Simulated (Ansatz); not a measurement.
B₁₃C₂:
```cif
data_C6B39
_chemical_formula_sum 'B39 C6'
_space_group_name_H-M_alt 'R-3m :H'
_space_group_IT_number 166
_space_group_name_Hall '-R 3 2"'
_cell_length_a 5.64761
_cell_length_b 5.64761
_cell_length_c 12.08694
_cell_angle_alpha 90.000
_cell_angle_beta 90.000
_cell_angle_gamma 120.000
loop_
_atom_site_label
_atom_site_type_symbol
_atom_site_symmetry_multiplicity
_atom_site_Wyckoff_symbol
_atom_site_fract_x
_atom_site_fract_y
_atom_site_fract_z
_atom_site_occupancy
B1 B 3 b 0.00000 0.00000 0.50000 1
B2 B 18 h 0.17173 0.34345 0.02487 1
B3 B 18 h 0.21040 0.10520 0.11310 1
C1 C 6 c 0.00000 0.00000 0.38119 1
```
(The calculation used a cell of 15 atoms; values per cell refer to that cell.)

Relaxed with r²SCAN.

Q: Tabulate the valence density and the electron localisation function along the shortest B–B contact (1.77 Å), the program Ansatz at the r²SCAN level (PAW).

A: 

| distance from B (Å) | density (e/Å³) | ELF |
|---|---|---|
| 0.18 | 0.42 | 0.01 |
| 0.27 | 0.59 | 0.09 |
| 0.35 | 0.75 | 0.34 |
| 0.44 | 0.86 | 0.62 |
| 0.53 | 0.92 | 0.83 |
| 0.62 | 0.92 | 0.91 |
| 0.71 | 0.91 | 0.95 |
| 0.80 | 0.89 | 0.96 |
| 0.88 | 0.88 | 0.97 |
| 0.97 | 0.89 | 0.96 |
| 1.06 | 0.91 | 0.95 |
| 1.15 | 0.92 | 0.91 |
| 1.24 | 0.92 | 0.83 |
| 1.33 | 0.86 | 0.62 |
| 1.41 | 0.75 | 0.34 |
| 1.50 | 0.59 | 0.09 |
| 1.59 | 0.42 | 0.01 |

The density is the valence pseudo-density with augmentation charge, so density and ELF within about 1 Å of a nucleus are not all-electron values.

The first step of the workflow began from a Materials Project structure, measured or hypothetical; the Crystallography Open Database copy checked does not list it. Whether it is the stable phase at ambient conditions was not checked. The r²SCAN relaxation kept the symmetry of its start; its stability against distortions is not shown here.

Potentials: the later of the program's two PAW sets.
